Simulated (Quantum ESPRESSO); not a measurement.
```cif
data_H3N3Sr6
_chemical_formula_sum 'H3 N3 Sr6'
_space_group_name_H-M_alt 'R-3m :H'
_space_group_IT_number 166
_space_group_name_Hall '-R 3 2"'
_cell_length_a 3.81350
_cell_length_b 3.81350
_cell_length_c 18.90678
_cell_angle_alpha 90.000
_cell_angle_beta 90.000
_cell_angle_gamma 120.000
loop_
_atom_site_label
_atom_site_type_symbol
_atom_site_symmetry_multiplicity
_atom_site_Wyckoff_symbol
_atom_site_fract_x
_atom_site_fract_y
_atom_site_fract_z
_atom_site_occupancy
H1 H 3 a 0.00000 0.00000 0.00000 1
N1 N 3 b 0.00000 0.00000 0.50000 1
Sr1 Sr 6 c 0.00000 0.00000 0.23874 1
```
(The calculation used a cell of 4 atoms; values per cell refer to that cell.)

The geometry is that of Materials Project entry mp-690794, symmetrised and not relaxed again.

**Question.** What does PBEsol (Quantum ESPRESSO, PseudoDojo norm-conserving, 84 Ry, no spin-orbit coupling) give for the electronic structure near the Fermi level?

**Answer.** The PBEsol gap is 1.74 eV and nearly direct: the edges lie at 30 % of the way from B to Z and L, the smallest direct gap within 0.02 eV of it. Another valence extremum on the path lies within 0.02 eV, too close to call. 

The structure is a Materials Project entry; no match was found in the copy of COD used, and its stability was not checked.
